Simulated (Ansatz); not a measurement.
KAgBr₂ as one 4-atom ordering (R-3m) on the rocksalt lattice, relaxed with r2SCAN, was run in Ansatz under altered settings. All numbers are computed, without spin polarisation but where a row says otherwise.

```yaml
crystal:
  lattice:
    - [2.18561, 1.26186, 7.06935]
    - [-2.18561, 1.26186, 7.06935]
    - [0.00000, -2.52373, 7.06935]
  atoms:
    - { symbol: K, position: [0.00000, 0.00000, 0.00000] }
    - { symbol: Ag, position: [0.50000, 0.50000, 0.50000] }
    - { symbol: Br, position: [0.23773, 0.23773, 0.23773] }
    - { symbol: Br, position: [0.76227, 0.76227, 0.76227] }
```

The base run's other keys:
```yaml
kpoints:
  mp_grid: { grid: [4, 4, 4] }
hamiltonian:
  xc: hse06
scf:
  occupations: { method: fixed }
  n_extra_bands: 5
```

It takes 12 iterations with 2291 plane waves at 420 eV and 13 k points, and leaves a mean stress of +0.66 GPa. The gap over this mesh is 3.611 eV.

Outcomes, with energy and stress as changes against the base:
```
                                     setting            outcome  ΔF (meV/atom)  Δ mean stress (GPa)  gap on the mesh (eV)  iterations
                   scf.exx.max_outer_iter: 1            refused              –                    –                     –           –
PBE hybrid, exx coeff 0.05, omega 0.2078 1/Å          converged              –                 +0.2                 2.514          11
                           basis.ecutwfc: 80  converged, warned        +151811                 -6.8                 0.669          21
```
A dash marks a value that wasn't obtained or can't be compared. Stress is positive in compression.

- scf.exx.max_outer_iter: 1. The input is refused before any iteration. Error: invalid value for `scf.exx.max_outer_iter`: an exchange loop that starts behind the semilocal warm-up accepts no state before cycle 2, and this deck runs one: type 2 or more, or drop the key
- PBE hybrid, exx coeff 0.05, omega 0.2078 1/Å. That is 5 % exact exchange, screened with ω = 0.2078 1/Å, against HSE06's 25 % screened at 0.208 1/Å. The mean stress moves by +0.2 GPa and the gap on the mesh by -1.097 eV (to 2.514). Totals of different functionals aren't comparable.
- basis.ecutwfc: 80. 203 plane waves in place of 2291. The free energy moves by +151811 meV an atom, the mean stress by -6.8 GPa and the gap on the mesh by -2.942 eV (to 0.669). The basis is too small: these are errors of the cutoff. Warned: cutoff below recommended, metallic iterate.

The runs are scalar-relativistic, without spin-orbit coupling.

The program warns that its thresholds are loose for a hybrid's stress.
